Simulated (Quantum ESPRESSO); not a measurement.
# Computed records: Ca2MgZnO4 (made-up cell)

Calculation on a made-up crystal cell, not a measurement: periodic Kohn-Sham density functional theory in plane waves with PseudoDojo standard norm-conserving scalar-relativistic pseudopotentials, each functional with its own files (v0.5 for PBE, v0.4.1 for LDA and PBEsol), no spin polarisation, no spin-orbit coupling, atoms not relaxed, stress positive in tension, energies less a fixed whole-eV offset for each atom's element; levels are Kohn-Sham levels at fractions of this cell's reciprocal vectors, counted from the reference band (half the neutral cell's valence electrons, rounded up) at Gamma; error bars cover cutoff and k-mesh only, not smearing or the files; added strain carries the atoms with the cell, and shear is the tensor component; each bar is the largest change over components, and at least 0.002 eV, 0.002 eV per angstrom or 0.02 GPa; energies are for the whole cell, and the offsets were chosen from early runs and are not element reference energies. Program: Quantum ESPRESSO 7.5.

Entry: Ca2MgZnO4 (made-up cell)

```
Ca2MgZnO4
1.0
      4.6830     0.0225    -0.0114
      0.0225     4.7700    -0.0344
     -0.0114    -0.0344     4.6772
Zn Mg Ca O
1 1 2 4
Direct
  -0.03042 -0.01772 0.00542
  0.03154 0.53132 0.48910
  0.49840 -0.01390 0.50847
  0.53779 0.49070 0.00180
  0.50339 0.00120 0.00145
  0.51186 0.50130 0.49217
  1.00426 0.00482 0.47026
  0.98660 0.50375 -0.00077
```

It was run with lattice type rocksalt, functional pbe, cutoff 1143 eV, fermi dirac smearing 0.025 eV, scf tolerance 1e-07 eV, electrons removed 0 and k mesh 4 x 4 x 4, shifted by half a step.

Results for Ca2MgZnO4 (made-up cell): pressure -5.429 GPa; stress xx 3.49 GPa; stress yy 6.962 GPa; stress zz 5.836 GPa; stress yz -1.192 GPa; stress xz -0.4304 GPa; stress xy 0.06748 GPa; error bar stress 0.03391 GPa; error bar force 0.002487 eV/Å; error bars from tighter rerun of this cell.

Atoms:
```
atoms element  atom site
           Zn          1
           Mg          2
           Ca          3
           Ca          4
            O          5
            O          6
            O          7
            O          8
```

Forces:
```
site  x (eV/Å)  y (eV/Å)  z (eV/Å)
   1    0.1782   0.05064    0.4186
   2   -0.2716   -0.5221  -0.07938
   3    0.1686    0.7667   -0.3648
   4    -1.856  -0.06987   -0.1747
   5    0.4718    -0.261   -0.1262
   6   -0.4258   0.06535    0.3323
   7  -0.03485   -0.5131    0.1336
   8      1.77    0.4832   -0.1394
```
